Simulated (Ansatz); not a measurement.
**BiSBr, a database entry at a rescaled volume**

```
CELL_PARAMETERS angstrom
8.03404 0.00000 0.00000
0.00000 9.71698 0.00000
0.00000 0.00000 4.01702
ATOMIC_POSITIONS crystal
Bi 0.13800 0.13500 0.25000
Bi 0.86200 0.86500 0.75000
Bi 0.63800 0.36500 0.25000
Bi 0.36200 0.63500 0.75000
S 0.80000 0.04000 0.25000
S 0.20000 0.96000 0.75000
S 0.30000 0.46000 0.25000
S 0.70000 0.54000 0.75000
Br 0.48000 0.82000 0.25000
Br 0.52000 0.18000 0.75000
Br 0.98000 0.68000 0.25000
Br 0.02000 0.32000 0.75000
```

Method: r2SCAN, no spin polarisation; PAW, plane waves to 500 eV, 3×3×6 Γ-centred mesh, gaussian occupations (width 0.0275 eV) (Ansatz 0.2.0), atoms fixed.

How is the charge shared?

Bader charges in e: Bi +1.40, S -0.84, Br -0.56. In the mean Bi gives up most and S takes most.

Which atom feels the largest force, and which way?

The largest is on S8 (and as large on other atoms): 1.77 eV/Å, components (-1.58, 0.81, 0.00). It makes 97° with the line to a nearest neighbour, Bi3 at 2.68 Å.

Metal or insulator? Give the gap.

The gap is 1.40 eV, indirect (the least direct gap found is 1.54 eV).

What do density and ELF say about some of the short contacts?

Bi–S at 2.68 Å: least valence density 0.41 e/Å³ and ELF 0.44 there. Bi–Br at 2.86 Å: least valence density 0.30 e/Å³ and ELF 0.32 there. Br–S at 3.31 Å: least valence density 0.10 e/Å³ and ELF 0.07 there, a closed-shell (ionic or weak) contact. These are pseudo-fields; inside the PAW spheres they differ from the all-electron ones.

Origin: a database entry at a rescaled volume. Caveats: no spin-orbit coupling, which can shift this gap by tenths of an eV; atoms or cell far from equilibrium.
